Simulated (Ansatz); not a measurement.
Values for one crystal, relaxed and computed with DFT-PBE in the program Ansatz with PAW potentials; other levels are named.

| Quantity | Value |
|---|---|
| Volume per atom | 14.44 Å³ |
| Band gap | 0.92 eV (indirect) |
| Hole effective mass with spin–orbit coupling | 1.3, 1.3, 7.2 mₑ (principal values) |
| Electron effective mass with spin–orbit coupling | 0.15 mₑ (isotropic) |
| Electron effective mass | 0.15 mₑ (isotropic) |
| Pressure derivative B′ | 4.8 |
| Smallest direct gap on the standard path | 0.98 eV |

**Question.** Pick the material that matches.
A. TiO2, rutile
B. CdIn2O4, spinel
C. SnO2, Ibam (O on 8j, Sn on 4a)
D. MgO, rock salt

**Answer.** B, CdIn2O4, spinel

Space group Fd-3m (spinel). The cell was relaxed with PBE under the symmetry of its start. Scalar-relativistic: spin–orbit coupling is off unless named, which matters more the heavier the elements.

Potentials: the later of the program's two PAW sets.
